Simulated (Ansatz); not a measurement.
## Every step of a relaxation of Ag (sc type)

DFT, PBEsol, PAW with Ansatz's default frozen-core files, scalar-relativistic (Ansatz 0.2.0); a Γ-centred 16×16×16 k mesh, Fermi–Dirac smearing of 0.05 eV, no spin polarisation. The run relaxes cell and atoms at a target pressure of 0 GPa.

Command: `ansatz run input.yaml --threads 1 --pin off --max-ram 2048MiB --backend cpu --events-out ev --progress --plain --runs-dir out` It took 10 s on 1 thread of Arm Neoverse V1, on a shared host, peak memory 0.31 GiB.

PAW: frozen-core files, cutoff 420 eV; forces are relaxed below 0.005 eV/Å.

Each step lists its free energy a cell above the last geometry, the pressure, the cell vectors (Å), and Cartesian positions (Å) with forces (eV/Å).

The first step:

```
step 1  dF = 32.07 meV  P = 8.09 GPa
  cell 2.6191 0.0000 0.0000  0.0000 2.6191 0.0000  0.0000 0.0000 2.6191
  Ag 0.0000 0.0000 0.0000   0.0000 0.0000 0.0000
```

The PAW files were made under PBE.

The symmetry of the start is kept and no stability test is made, so the end need not be the stable phase.

**Question.** Where does the relaxation end, and by which steps?

**Answer.** After 4 geometries, with conventional a, b, c = 2.685, 2.685, 2.685 Å, at 19.365 Å³/atom (+7.78 % against the start) in space group Pm-3m, with a shortest distance of 2.685 Å. The further steps:
```
step 2  dF = 1.34 meV  P = -1.31 GPa
  cell 2.6992 0.0000 0.0000  0.0000 2.6992 0.0000  0.0000 0.0000 2.6992
  Ag 0.0000 0.0000 0.0000   0.0000 0.0000 0.0000
step 3  dF = 0.04 meV  P = -0.22 GPa
  cell 2.6875 0.0000 0.0000  0.0000 2.6875 0.0000  0.0000 0.0000 2.6875
  Ag 0.0000 0.0000 0.0000   0.0000 0.0000 0.0000
step 4  dF = 0.00 meV  P = -0.01 GPa
  cell 2.6854 0.0000 0.0000  0.0000 2.6854 0.0000  0.0000 0.0000 2.6854
  Ag 0.0000 0.0000 0.0000   0.0000 0.0000 0.0000
step 5  dF = -0.28 meV  P = -0.03 GPa  (same geometry on a basis chosen anew; earlier energies don't compare to the last digit)
  cell 2.6854 0.0000 0.0000  0.0000 2.6854 0.0000  0.0000 0.0000 2.6854
  Ag 0.0000 0.0000 0.0000   0.0000 0.0000 0.0000
```
